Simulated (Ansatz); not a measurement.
Here is the system:

H:
```xyz
8
Lattice="7.1008 0.0000 0.0000 0.0000 7.1610 0.0000 0.0000 0.0000 7.2496" Properties=species:S:1:pos:R:3 pbc="T T T"
H      4.4793     1.6760     5.4182
H      0.9289     1.9045     1.8314
H      2.6215     5.2565     5.4563
H      6.1719     5.4851     1.7934
H      5.6309     5.5168     1.2878
H      2.0805     5.2248     5.9618
H      1.4699     1.9363     2.3370
H      5.0203     1.6442     4.9126
```

This is the r²SCAN+D4-relaxed structure. Tensor components refer to the Cartesian frame of this cell.

Q: All from r²SCAN+D4 in the plane-wave PAW code Ansatz, unless another level is named. Give the band gap.

A: 11.49 eV (smallest direct gap 11.51 eV).

Q: Predict the valence-band maximum.

A: at Γ.

Q: Predict the conduction-band minimum.

A: at U (k = 0.500, 0.000, 0.500).

Space group P2_12_12_1. The workflow started from a Materials Project entry (that database holds measured and hypothetical structures alike); the Crystallography Open Database copy checked does not list it. It is not the usual solid phase (space group No. 194). The cell was relaxed with r²SCAN+D4 under the symmetry of its start; its stability against distortions is not shown here. The substance is a gas or liquid at ambient conditions.

Potentials: the later of the program's two PAW sets.
